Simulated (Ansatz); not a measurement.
Ba₂LaTaO₆:
```xyz
10
Lattice="5.2665 3.0472 0.0000 -5.2665 3.0472 0.0000 -3.5519 0.0000 5.0435" Properties=species:S:1:pos:R:3 pbc="T T T"
Ba    -5.2884     3.0472     3.7382
Ba     1.7365     3.0472     1.3053
La     0.0000     0.0000     0.0000
Ta    -1.7760     3.0472     2.5218
O     -2.8491     4.4551     3.4571
O     -0.7028     1.6393     1.5864
O     -0.7028     4.4551     1.5864
O     -2.8491     1.6393     3.4571
O     -3.1013     3.0472     1.0205
O     -0.4506     3.0472     4.0230
```

Relaxed with r²SCAN. DFT-r²SCAN in the program Ansatz with PAW potentials gives a gap of 4.13 eV.

**Question.** What gap does HSE06 give on the same cell (Ansatz, PAW)?

**Answer.** 5.11 eV, 0.98 eV more. The hybrid was solved on a coarser mesh and at special points; its gap is the smallest among all of these.

```tsv
k	v1 r²SCAN	c1 r²SCAN	v1 HSE06	c1 HSE06
Γ	-0.23	4.16	-0.22	5.11
Y2	-0.11	4.13	-0.09	5.12
A	-0.04	4.95	(withheld)	(withheld)
M2	-0.23	4.95	-0.22	6.12
V2	-0.23	4.98	(withheld)	(withheld)
L2	-0.06	4.28	(withheld)	(withheld)
C	-0.17	4.55	(withheld)	(withheld)
D	-0.12	4.87	-0.14	5.95
```

**Question.** Top valence (v1) and lowest conduction level (c1) in eV from each method's valence maximum (which need not be a listed point): supply the withheld HSE06 values.

**Answer.** 
- C, v1 HSE06: -0.18
- C, c1 HSE06: 5.59
- A, v1 HSE06: -0.04
- A, c1 HSE06: 6.12
- V2, v1 HSE06: -0.23
- V2, c1 HSE06: 6.16
- L2, v1 HSE06: -0.05
- L2, c1 HSE06: 5.28

Cost on shared cores: the r²SCAN run (SCF on a 6×6×6 mesh, then bands and DOS) very roughly 5 core-minutes, the HSE06 run (SCF on 4×4×3, then a few points) around 7 core-minutes (rough); the tasks are unlike.

Space group C2/m. The workflow started from a Materials Project entry (that database holds measured and hypothetical structures alike); the Crystallography Open Database copy checked does not list it. Whether it is the stable phase at ambient conditions was not checked. The r²SCAN relaxation kept the symmetry of its start; whether a distortion lowers the energy is not shown. The run is not spin-polarised. Scalar-relativistic: spin–orbit coupling is off unless named, which matters more the heavier the elements.

Potentials: the later of the program's two PAW sets.
